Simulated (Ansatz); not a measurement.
HfSiSe (space group P4/nmm)

```cif
data_Hf2Se2Si2
_chemical_formula_sum 'Hf2 Si2 Se2'
_space_group_name_H-M_alt 'P4/nmm :1'
_space_group_IT_number 129
_space_group_name_Hall 'P 4ab 2ab -1ab'
_cell_length_a 3.57640
_cell_length_b 3.57640
_cell_length_c 8.25557
_cell_angle_alpha 90.000
_cell_angle_beta 90.000
_cell_angle_gamma 90.000
loop_
_space_group_symop_operation_xyz
  'x, y, z'
  '-y+1/2, x+1/2, z'
  '-x, -y, z'
  'y+1/2, -x+1/2, z'
  'x+1/2, -y+1/2, -z'
  '-y, -x, -z'
  '-x+1/2, y+1/2, -z'
  'y, x, -z'
  '-x+1/2, -y+1/2, -z'
  'y, -x, -z'
  'x+1/2, y+1/2, -z'
  '-y, x, -z'
  '-x, y, z'
  'y+1/2, x+1/2, z'
  'x, -y, z'
  '-y+1/2, -x+1/2, z'
loop_
_atom_site_label
_atom_site_type_symbol
_atom_site_symmetry_multiplicity
_atom_site_Wyckoff_symbol
_atom_site_fract_x
_atom_site_fract_y
_atom_site_fract_z
_atom_site_occupancy
Hf1 Hf 2 c 0.50000 0.00000 0.25547 1
Si1 Si 2 a 0.00000 0.00000 0.00000 1
Se1 Se 2 c 0.00000 0.50000 0.37919 1
```

Two coordinates are scanned: the volume, and the ratio of the stretch along z (the conventional c axis) to the stretch across it. Atoms keep their fractional coordinates.

Method: PBEsol (plane waves to 420 eV, PAW, scalar-relativistic; Ansatz, an electronic-structure program). k mesh 13×13×6 (Γ-centred), Fermi-Dirac smearing 0.05 eV. Energies are smeared free energies. As the atoms are clamped, bonds stretch with the cell, which overstates energies and stresses. With partly filled bands, the response to shear is sensitive to the k mesh, so small differences along c/a are uncertain. HfSiSe is run without spin polarisation. HfSiSe was relaxed with its symmetry unable to fall. Spin-orbit coupling is left out, though Hf is heavy. The zero of ΔE is the relaxed starting cell.

What ΔE (kJ/mol of atoms) does the calculation give at all points of the grid V/V₀ = 0.920, 0.960, 1.000, 1.040, 1.080 by (c/a)/(c/a)₀ = 0.880, 0.940, 1.000, 1.060, 1.120?

ΔE (kJ/mol of atoms), with V/V₀ across and (c/a)/(c/a)₀ down:

```tsv
(c/a)/(c/a)₀ \ V/V₀	0.920	0.960	1.000	1.040	1.080
0.880	16.6	11.8	9.7	10.0	12.1
0.940	7.8	3.6	2.2	3.1	5.8
1.000	5.2	1.2	0.0	1.1	4.0
1.060	7.5	3.2	1.8	2.6	5.4
1.120	13.4	8.5	6.5	6.9	9.2
```

(Under strain, the slope of the energy per volume gives the stress and its curvature an elastic modulus.)
